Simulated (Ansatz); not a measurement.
**MnAu$_{2}$: strain energy, fitted**

MnAu$_{2}$, I4/mmm, a = 3.341 Å, c = 8.600 Å. The structure is a Materials Project entry; whether it is the stable form wasn't checked. Ansatz: PBEsol, PAW, 420 eV, Γ-centred 10×10×4 mesh on 6 atoms, Gaussian smearing 0.10 eV; collinear spin, largest moment 3.8 μB. Series: strain along c alone, the other axes held, atoms relaxed; x is the strain in per cent. y is the free energy over the unstrained cell, V0 = 15.998 Å³/atom.

```tsv
x (%)	y (meV/atom)
-4.0	?
-2.0	5.65
0.0	0.00
2.0	3.26
4.0	14.08
```

**Question.** Fit y = c2 x² + c3 x³ to the other rows, turn c2 into a modulus, and predict the missing energy.

**Answer.** Least squares on the rows shown. y = 1.1847 x² − 0.078399 x³. In eV per unit strain² c2 is 11.85; this is C33 with relaxed ions (E = ½ C33 V0 ε²): 2 × 11.85 × 160.2 / (15.998) = 237 GPa. The unstrained cell keeps some stress along the strain, worth a slope of -0.51 meV/atom per %, which the form leaves out. At x = -4.0 the fit asked for gives 23.97 meV/atom. The run gave 20.63 meV/atom, so the fit is 3.34 meV/atom too high, 16 % of the span of the series, against an rms of 0.52 meV/atom on the fitted rows. The row lies outside the fitted range. With a term in x⁴ added, a fit to the same known rows (none to spare) predicts 33.20 meV/atom, further off still.

Only parallel moments were tried here. Spin–orbit coupling is left out, which can shift energies with elements as heavy as these.